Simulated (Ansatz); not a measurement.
Values for one crystal, relaxed and computed with plane-wave PAW PBE (Ansatz code); other levels are named.

Volume per atom: 33.68 Å³
Electronic character: metallic (no gap)
Density of states at the Fermi level: 0.15 states/eV per atom (mean over ±0.08 eV)
Formation energy from the elements (no fitted shifts): 0.049 eV/atom

Task: Which of these materials gives this?
A) InSb, zinc blende
B) AlSn2Sb, R3m (Al on 3a, Sb on 3a, Sn on 3a, Sn on 3a)
C) AlRu2C, P6_3/mmc (Al on 2d, Ru on 4f, C on 2a)
D) Cu3Sb, P6/mmm (Sb on 1a, Cu on 1b, Cu on 2c)

Result: B, AlSn2Sb, R3m (Al on 3a, Sb on 3a, Sn on 3a, Sn on 3a)

The start of the workflow was typed in or built on a structure type; neither database checked (COD, Materials Project) lists it. Its standing as an ambient phase is unchecked. The cell was relaxed with PBE under the symmetry of its start; its stability against distortions is not shown here. The volume moved by 37 % from the start of the relaxation. The references are the lowest solids computed at this level, not always the standard phases. Scalar-relativistic: spin–orbit coupling is off unless named, which matters more the heavier the elements.

Potentials: the earlier of the program's two PAW sets.
